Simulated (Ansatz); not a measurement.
Input file for Ansatz (a quantum-chemistry and plane-wave program):

Ansatz 0.2 input:
```yaml
crystal:
  lattice:
    - [2.8621620643, 0.0, 0.0]
    - [0.0, 2.8621620643, 0.0]
    - [0.0, 0.0, 2.8621620643]
  atoms:
    - { symbol: Ni, position: [0.0, 0.0, 0.0] }
    - { symbol: Al, position: [0.5, 0.5, 0.5] }
kpoints:
  mp_grid: { grid: [30, 30, 30] }
hamiltonian:
  xc: pbesol
  pseudopotentials: { azcp: { folder: ./paw }, kind: paw }
scf:
  occupations: { method: fermi_dirac, width: 0.1 }
elastic: { mode: relaxed_ion, stencil: two_point, amplitude: 0.005, f_tol: 0.0005 }
```

Output (shortened):

```
Pseudopotential: Ni, paw, valence charge 18
Pseudopotential: Al, paw, valence charge 3
Functional definition: PBEsol
Crystal: 2 atoms, lattice volume = 23.447 Å³
Basis set: ecut = 420 eV, 461 PW (Γ), exchange–correlation on 40×40×40 points (8 copies of the dense FFT grid, shifted against one another)
Bands: 15, of which v1, the nominal top of the filled ones, is band 11 counted from 1 (10 counted from 0)
Symmetry: 48 space group operations
Space group: Pm-3m (ITA 221), of the structure as read, at distance tolerance 2.9e-5 Å
k-points: 816 of 27000
SCF iter   1: F=—  HF=-6331.242986 eV  |F-HF|=—  |Δ(HF+E_count)|=         —  Δρ=7.65e-2  dr2=1.40e0  ethr=3.10e-3  ⟨swp⟩=4.0  Hψ=54292  notcnv=0
preconditioner: auto → none
SCF iter   2: F=—  HF=-6331.093016 eV  |F-HF|=—  |Δ(HF+E_count)|=   1.50e-1  Δρ=5.70e-2  dr2=8.36e-1  ethr=3.10e-3  ⟨swp⟩=2.0  Hψ=22138  notcnv=0  defer=52
SCF iter   3: F=—  HF=-6330.904744 eV  |F-HF|=—  |Δ(HF+E_count)|=   1.88e-1  Δρ=2.16e-2  dr2=9.83e-2  ethr=3.10e-3  ⟨swp⟩=2.0  Hψ=15666  notcnv=0  defer=52
SCF iter   4: F=—  HF=-6330.887710 eV  |F-HF|=—  |Δ(HF+E_count)|=   1.70e-2  Δρ=5.31e-3  dr2=3.78e-3  ethr=4.68e-4  ⟨swp⟩=2.1  Hψ=21984  notcnv=0  defer=49
SCF iter   5: F=—  HF=-6330.887497 eV  |F-HF|=—  |Δ(HF+E_count)|=   2.14e-4  Δρ=4.87e-4  dr2=2.52e-5  ethr=1.80e-5  ⟨swp⟩=2.4  Hψ=16962  notcnv=0  defer=49
SCF iter   6: F=—  HF=-6330.887479 eV  |F-HF|=—  |Δ(HF+E_count)|=   1.75e-5  Δρ=1.02e-4  dr2=1.18e-6  ethr=1.20e-7  ⟨swp⟩=2.0  Hψ=20805  notcnv=0  defer=49
SCF iter   7: F=—  HF=-6330.887486 eV  |F-HF|=—  |Δ(HF+E_count)|=   6.99e-6  Δρ=1.07e-5  dr2=1.62e-8  ethr=5.60e-9  ⟨swp⟩=2.3  Hψ=17692  notcnv=0  defer=49
SCF iter   8: F=—  HF=-6330.887486 eV  |F-HF|=—  |Δ(HF+E_count)|=   3.15e-9  Δρ=6.21e-7  dr2=5.82e-11  ethr=7.73e-11  ⟨swp⟩=2.3  Hψ=18290  notcnv=0  defer=49
SCF iter   9: F=-6330.887486 eV  HF=-6330.887486 eV  |F-HF|=9.09e-13  |Δ(HF+E_count)|=  1.64e-11  Δρ=2.01e-8  dr2=6.80e-14  ethr=1.00e-12  ⟨swp⟩=4.0  Hψ=53099  notcnv=0
SCF 1 converged in 9 iterations: F = -6330.887486 eV  dr2 = 6.80e-14
Crystal: 2 atoms, lattice volume = 23.330 Å³
Symmetry: 16 space group operations
k-points: 2176 of 27000
iter 1 solved again at ethr=7.17e-7 eV; its pass at ethr=3.10e-3 eV (dr2=1.51e-4 eV) is discarded
SCF iter   1: F=—  HF=-6330.887070 eV  |F-HF|=—  |Δ(HF+E_count)|=         —  Δρ=1.01e-3  dr2=1.41e-4  ethr=7.17e-7  ⟨swp⟩=2.0  Hψ=189388  notcnv=0
preconditioner: auto → none
SCF iter   2: F=—  HF=-6330.887056 eV  |F-HF|=—  |Δ(HF+E_count)|=   1.35e-5  Δρ=2.14e-4  dr2=5.27e-6  ethr=6.73e-7  ⟨swp⟩=1.1  Hψ=33583  notcnv=0
SCF iter   3: F=—  HF=-6330.887048 eV  |F-HF|=—  |Δ(HF+E_count)|=   7.87e-6  Δρ=6.17e-5  dr2=4.22e-7  ethr=2.51e-8  ⟨swp⟩=2.1  Hψ=45242  notcnv=0
SCF iter   4: F=—  HF=-6330.887057 eV  |F-HF|=—  |Δ(HF+E_count)|=   8.28e-6  Δρ=1.42e-5  dr2=2.25e-8  ethr=2.01e-9  ⟨swp⟩=2.6  Hψ=52679  notcnv=0
SCF iter   5: F=—  HF=-6330.887057 eV  |F-HF|=—  |Δ(HF+E_count)|=  2.79e-10  Δρ=8.53e-7  dr2=7.14e-11  ethr=1.07e-10  ⟨swp⟩=1.1  Hψ=33307  notcnv=0
SCF iter   6: F=—  HF=-6330.887057 eV  |F-HF|=—  |Δ(HF+E_count)|=  2.73e-12  Δρ=1.21e-7  dr2=1.52e-12  ethr=3.40e-13 (applied; sched 1.00e-12)  ⟨swp⟩=2.5  Hψ=53474  notcnv=0  defer=14
SCF iter   7: F=-6330.887057 eV  HF=-6330.887057 eV  |F-HF|=9.09e-13  |Δ(HF+E_count)|=    0.00e0  Δρ=2.18e-8  dr2=6.24e-14  ethr=1.00e-12  ⟨swp⟩=4.0  Hψ=110850  notcnv=0
SCF 2 converged in 7 iterations: F = -6330.887057 eV  dr2 = 6.24e-14
Crystal: 2 atoms, lattice volume = 23.564 Å³
iter 1 solved again at ethr=1.71e-9 eV; its pass at ethr=3.10e-3 eV (dr2=3.59e-7 eV) is discarded
SCF iter   1: F=—  HF=-6330.887098 eV  |F-HF|=—  |Δ(HF+E_count)|=         —  Δρ=2.14e-4  dr2=3.61e-7  ethr=1.71e-9  ⟨swp⟩=2.1  Hψ=180497  notcnv=0  defer=1
preconditioner: auto → none
SCF iter   2: F=—  HF=-6330.887097 eV  |F-HF|=—  |Δ(HF+E_count)|=   1.72e-7  Δρ=1.06e-4  dr2=6.59e-8  ethr=1.71e-9  ⟨swp⟩=1.2  Hψ=33874  notcnv=0  defer=1
SCF iter   3: F=—  HF=-6330.887097 eV  |F-HF|=—  |Δ(HF+E_count)|=   8.42e-7  Δρ=9.05e-6  dr2=1.93e-9  ethr=3.14e-10  ⟨swp⟩=1.0  Hψ=32568  notcnv=0  defer=1
SCF iter   4: F=—  HF=-6330.887097 eV  |F-HF|=—  |Δ(HF+E_count)|=   5.40e-9  Δρ=8.18e-7  dr2=5.66e-11  ethr=9.20e-12  ⟨swp⟩=2.3  Hψ=47297  notcnv=0  defer=1
SCF iter   5: F=—  HF=-6330.887097 eV  |F-HF|=—  |Δ(HF+E_count)|=  2.82e-11  Δρ=1.01e-7  dr2=1.04e-12  ethr=2.70e-13 (applied; sched 1.00e-12)  ⟨swp⟩=1.3  Hψ=38265  notcnv=0  defer=11
SCF iter   6: F=-6330.887097 eV  HF=-6330.887097 eV  |F-HF|=1.82e-12  |Δ(HF+E_count)|=  9.09e-13  Δρ=8.47e-9  dr2=9.18e-15  ethr=1.00e-12  ⟨swp⟩=4.0  Hψ=107987  notcnv=0
SCF 3 converged in 6 iterations: F = -6330.887097 eV  dr2 = 9.18e-15
Crystal: 2 atoms, lattice volume = 23.447 Å³
Symmetry: 8 space group operations
k-points: 3856 of 27000
iter 1 solved again at ethr=5.72e-8 eV; its pass at ethr=3.10e-3 eV (dr2=1.20e-5 eV) is discarded
SCF iter   1: F=—  HF=-6330.887248 eV  |F-HF|=—  |Δ(HF+E_count)|=         —  Δρ=3.20e-4  dr2=1.83e-5  ethr=5.72e-8  ⟨swp⟩=2.8  Hψ=329955  notcnv=0  defer=1
preconditioner: auto → none
SCF iter   2: F=—  HF=-6330.887253 eV  |F-HF|=—  |Δ(HF+E_count)|=   5.79e-6  Δρ=1.30e-4  dr2=2.94e-6  ethr=5.72e-8  ⟨swp⟩=1.0  Hψ=57894  notcnv=0  defer=1
SCF iter   3: F=—  HF=-6330.887243 eV  |F-HF|=—  |Δ(HF+E_count)|=   1.04e-5  Δρ=4.80e-6  dr2=1.27e-9  ethr=1.40e-8  ⟨swp⟩=1.6  Hψ=69753  notcnv=0  defer=1
SCF iter   4: F=—  HF=-6330.887252 eV  |F-HF|=—  |Δ(HF+E_count)|=   9.02e-6  Δρ=7.12e-7  dr2=4.04e-11  ethr=6.04e-12  ⟨swp⟩=2.2  Hψ=97693  notcnv=0  defer=1
SCF iter   5: F=—  HF=-6330.887252 eV  |F-HF|=—  |Δ(HF+E_count)|=  1.73e-11  Δρ=3.47e-7  dr2=1.34e-11  ethr=1.92e-13 (applied; sched 1.00e-12)  ⟨swp⟩=2.2  Hψ=98644  notcnv=0  defer=56
SCF iter   6: F=-6330.887252 eV  HF=-6330.887252 eV  |F-HF|=0.00e0  |Δ(HF+E_count)|=  3.64e-12  Δρ=3.29e-8  dr2=7.48e-14  ethr=1.00e-12  ⟨swp⟩=3.2  Hψ=223029  notcnv=0
SCF 4 converged in 6 iterations: F = -6330.887252 eV  dr2 = 7.48e-14
Crystal: 2 atoms, lattice volume = 23.447 Å³
iter 1 solved again at ethr=1.98e-11 eV; its pass at ethr=3.10e-3 eV (dr2=4.16e-9 eV) is discarded
SCF iter   1: F=—  HF=-6330.887251 eV  |F-HF|=—  |Δ(HF+E_count)|=         —  Δρ=5.07e-6  dr2=4.10e-9  ethr=1.98e-11  ⟨swp⟩=2.7  Hψ=337156  notcnv=0  defer=2
preconditioner: auto → none
SCF iter   2: F=—  HF=-6330.887252 eV  |F-HF|=—  |Δ(HF+E_count)|=   1.24e-6  Δρ=2.22e-6  dr2=7.16e-10  ethr=1.95e-11  ⟨swp⟩=2.2  Hψ=92486  notcnv=0  defer=2
SCF iter   3: F=—  HF=-6330.887252 eV  |F-HF|=—  |Δ(HF+E_count)|=  5.09e-11  Δρ=3.21e-7  dr2=1.24e-11  ethr=3.41e-12  ⟨swp⟩=2.2  Hψ=82726  notcnv=0  defer=2
SCF iter   4: F=—  HF=-6330.887252 eV  |F-HF|=—  |Δ(HF+E_count)|=  3.64e-12  Δρ=1.20e-7  dr2=1.98e-12  ethr=5.91e-14 (applied; sched 1.00e-12)  ⟨swp⟩=1.0  Hψ=57759  notcnv=0  defer=131
SCF iter   5: F=-6330.887252 eV  HF=-6330.887252 eV  |F-HF|=2.73e-12  |Δ(HF+E_count)|=  1.82e-12  Δρ=2.81e-8  dr2=8.30e-14  ethr=1.00e-12  ⟨swp⟩=3.0  Hψ=212116  notcnv=0
SCF 5 converged in 5 iterations: F = -6330.887252 eV  dr2 = 8.30e-14
SCF converged after 9 iterations
Free energy (F): -6330.887486 eV
Harris-Foulkes:  -6330.887486 eV  (|F-HF|=9.09e-13)
Internal energy: -6330.860099 eV  (E = F + TS)
E sigma→0 (E₀):  -6330.873793 eV
Entropy (-TS):   -0.027387 eV (-13.693 meV/atom)
Fermi energy:    14.085762 eV
--- Per-component energies (eV) ---
  E_band       = -334.004822
  E_kinetic    = 369.109184
  E_local      = -3719.145672  (includes V_loc(G=0)·N_el)
  E_nonlocal   = -105.515215
  E_hartree    = 1951.558490
  E_xc         = -151.748117
  E_vxc        = -177.569419  (∫ρ·V_xc dr)
  E_paw        = -2080.756453  (= ΣΔE_a)
  E_vpaw       = -604.001412  (= ΣTr[D̂ρ^β])
  E_aug_tail   = 0.000754  (compensation charges beyond the density's cutoff)
  E_ewald      = -2594.579499
  E_core_change = 0.216428  (= ΣΔE_core)
  E_smearing   = -0.027387  (= −TS)
  E_closure    = 0.000000  (closes the sum)
  Σ components = -6330.887486   (vs F -6330.887486, Δ=0.00e0)
  [band-id]    e_kinetic+e_local+e_nonlocal+2·e_hartree+e_vxc+e_vpaw+e_augmentation_tail = -334.004799   (vs E_band -334.004822, Δ=2.22e-5)
--- Forces (eV/Å), atoms counted from 1 ---
  atom   1  Ni     0.00000000     0.00000000     0.00000000
  atom   2  Al     0.00000000     0.00000000     0.00000000
  max |Σ_I F_I| component: 0.0 eV/Å
--- Stress (GPa, compression-positive) ---
        0.021438       0.000000       0.000000
        0.000000       0.021438       0.000000
        0.000000       0.000000       0.021438
  P = ⅓ Tr σ = 0.0214 GPa (0.214 kbar)
--- Band table (eV; the first three rows and the last of 816) ---
  k-point 0: bands = ["-88.9709", "-49.5207", "-49.5207", "-49.5207", "2.7804", "10.7339", "10.7339", "12.5002", "12.5002", "12.5002", "19.6287", "19.6287", "19.6287", "22.2552", "22.2552"]
  k-point 1: bands = ["-88.9709", "-49.5209", "-49.5206", "-49.5206", "2.8012", "10.7328", "10.7390", "12.4907", "12.4907", "12.5012", "19.3595", "19.6564", "19.6564", "22.2560", "22.5052"]
  k-point 2: bands = ["-88.9709", "-49.5218", "-49.5206", "-49.5206", "2.8635", "10.7283", "10.7539", "12.4631", "12.4631", "12.5042", "18.7459", "19.7385", "19.7385", "22.2584", "23.0573"]
  k-point 815: bands = ["-88.9661", "-49.5413", "-49.5413", "-49.5413", "9.8709", "9.8709", "9.8709", "13.0767", "13.0767", "16.0022", "16.0022", "16.0022", "17.9680", "18.6449", "18.6449"]
--- Elastic constants: 2 strain directions × 2 members + reference (group order 48) ---
  dense FFT box of the reference and of every strained cell: 20×20×20
  strains applied: 11, 23; error gains: componentwise 1.00 (the most a stress slope's error grows in a printed constant), spectral 1.73 (1 for all six strains …
  C = ∂σ_k/∂η_j (tension-positive GPa; Voigt order 11 22 33 23 13 12):
       223.986    147.209    147.209      0.000      0.000      0.000
       147.209    223.986    147.209      0.000      0.000      0.000
       147.209    147.209    223.986      0.000      0.000      0.000
         0.000      0.000      0.000    127.941      0.000      0.000
         0.000      0.000      0.000      0.000    127.941      0.000
         0.000      0.000      0.000      0.000      0.000    127.941
  reference stress σ⁰ (GPa):     -0.021     -0.021     -0.021      0.000      0.000      0.000
  C* (energy form; C + prestress term) asymmetry max|C*_kj − C*_jk| = 5.684e-14 GPa — a small one proves nothing (zero by symmetry where the batch's group is …
  moduli (Voigt/Reuss/Hill, GPa): K = 172.80/172.80/172.80   G = 92.12/66.18/79.15   E = 206.00   ν = 0.301
  mechanically stable: yes (min eigenvalue of sym C = 76.78 GPa)
  where every solve meets its electron count the energy-path curvature estimates C_jj along a normal strain and C_jj − ¼(σ⁰_aa + σ⁰_bb) along a shear (ab), of …
  strain η (Voigt 11):  stress-route row diagonal C_11 = 223.99 GPa, energy-path curvature d²(F+E_count+ΔE)/dδ²/Ω₀ = 223.89 GPa
         δ    σ_11 (GPa)             F (eV)   n_scf  n_hpsi   n_pw
    -5.000e-3      -1.1638       -6330.8870566       7  553185    470   relax 0 steps, max|allowed force component| 0.0 eV/Å
     5.000e-3       1.0760       -6330.8870965       6  475110    480   relax 0 steps, max|allowed force component| 0.0 eV/Å
  strain η (Voigt 23):  stress-route row diagonal C_44 = 127.94 GPa, energy-path curvature d²(F+E_count+ΔE)/dδ²/Ω₀ = 127.95 GPa
         δ    σ_23 (GPa)             F (eV)   n_scf  n_hpsi   n_pw
    -5.000e-3      -0.6397       -6330.8872520       6  938352    480   relax 0 steps, max|allowed force component| 0.0 eV/Å
     5.000e-3       0.6397       -6330.8872520       5  843661    480   relax 0 steps, max|allowed force component| 0.0 eV/Å
```

Cost: around 4 core-minutes (rough) on shared cores.

Symmetry was held in the PBEsol relaxation. No spin polarisation was allowed. As this level gives no gap, shear constants depend on the k-mesh and smearing (Fermi–Dirac, 0.1 eV here).

Potentials: the earlier of the program's two PAW sets. The files were generated under PBE; for other functionals the program regenerates the frozen cores, and for LDA and PBEsol the local potential too.

Ansatz is a plane-wave DFT program.
